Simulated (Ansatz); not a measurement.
# Profile along the Ti–O line in SrTiO3 (cubic perovskite)

SrTiO3 (cubic perovskite)

```cif
data_O3SrTi
_chemical_formula_sum 'Sr1 Ti1 O3'
_space_group_name_H-M_alt 'Pm-3m'
_space_group_IT_number 221
_space_group_name_Hall '-P 4 2 3'
_cell_length_a 3.90695
_cell_length_b 3.90695
_cell_length_c 3.90695
_cell_angle_alpha 90.000
_cell_angle_beta 90.000
_cell_angle_gamma 90.000
loop_
_atom_site_label
_atom_site_type_symbol
_atom_site_symmetry_multiplicity
_atom_site_Wyckoff_symbol
_atom_site_fract_x
_atom_site_fract_y
_atom_site_fract_z
_atom_site_occupancy
Sr1 Sr 1 a 0.00000 0.00000 0.00000 1
Ti1 Ti 1 b 0.50000 0.50000 0.50000 1
O1 O 3 c 0.00000 0.50000 0.50000 1
```

Fields along a shortest Ti–O line of a {210} plane (1.95 Å), from Ti to O, interpolated on the slice's grid (step about 0.3 Å). Calculation: r2SCAN (plane waves to 500 eV, PAW, scalar-relativistic; Ansatz, a first-principles code). k mesh 9×9×9. Near the nuclei the fields are pseudised (PAW); where an atom keeps semicore shells as valence, they peak there. SrTiO3 is run without spin polarisation. SrTiO3 was relaxed with its symmetry unable to fall.

| distance from Ti (Å) | valence electron density (e/Å³) | electron localisation function |
|---|---|---|
| 0.00 | 9.96 | x |
| 0.10 | 9.88 | x |
| 0.20 | 9.53 | x |
| 0.29 | 8.76 | x |
| 0.39 | 7.51 | x |
| 0.49 | 5.75 | 0.64 |
| 0.59 | 3.76 | 0.66 |
| 0.68 | 2.16 | 0.51 |
| 0.78 | 1.26 | 0.33 |
| 0.88 | 0.86 | 0.23 |
| 0.97 | 0.75 | 0.29 |
| 1.07 | 0.81 | 0.43 |
| 1.17 | 1.03 | 0.59 |
| 1.27 | 1.49 | 0.73 |
| 1.36 | 2.24 | 0.81 |
| 1.46 | 3.30 | 0.81 |
| 1.56 | 4.59 | x |
| 1.66 | 5.90 | x |
| 1.75 | 6.90 | x |
| 1.85 | 7.45 | x |
| 1.95 | 7.60 | x |

x: too close to a nucleus for the ELF to mean much.

Density on the Ti–O line (1.95 Å) at its midpoint: 0.75 e/Å³. ELF at that point: 0.3.
